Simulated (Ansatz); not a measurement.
Relaxed-ion elastic tensor of BeS in space group P6_422 (No. 181; Be on 3c, S on 3d) in GPa (Voigt order), PBEsol in the plane-wave PAW code Ansatz; density 2.60 g/cm³, 13.11 Å³ per atom.

```
 198  58.4  55.0   0.0   0.0   0.0
58.4   198  55.0   0.0   0.0   0.0
55.0  55.0   214   0.0   0.0   0.0
 0.0   0.0   0.0  67.5   0.0   0.0
 0.0   0.0   0.0   0.0  67.5   0.0
 0.0   0.0   0.0   0.0   0.0  69.6
```

Q: Is the crystal mechanically stable?

A: Yes: the smallest eigenvalue of C is 67.5 GPa.

Q: Work out the Voigt, Reuss and Hill averages.

A: K_V = 105, K_R = 105, K_H = 105; G_V = 70.3, G_R = 70.2, G_H = 70.3 GPa.

Q: Give Young's modulus, Poisson's ratio, Pugh's ratio and the universal anisotropy index.

A: E = 9KG/(3K + G) = 172 GPa; ν = 0.23; K/G = 1.50 (brittle by the Pugh limit of 1.75); A_U = 5G_V/G_R + K_V/K_R − 6 = 0.01.

Q: Estimate the sound speeds and the Debye temperature.

A: v_l = √((K + 4G/3)/ρ) = 8740 m/s, v_t = √(G/ρ) = 5200 m/s, mean 5750 m/s; Θ = (h/k)(3n/4πV)^(1/3) v_m = 726 K.

Q: How much does each axis shrink under pressure?

A: Linear compressibilities β_i = Σ_j S_ij (j = 1 to 3): x 3.3, y 3.3, z 3.0 per TPa.

The start of the workflow was typed in or built on a structure type; neither database checked (COD, Materials Project) lists it. COD files the formula under space group No. 216, so this cell is another polymorph or a model. Whether it is the stable phase at ambient conditions was not checked. The cell was relaxed with PBEsol under the symmetry of its start; phonons on a q-mesh show no instability.

Potentials: the later of the program's two PAW sets.
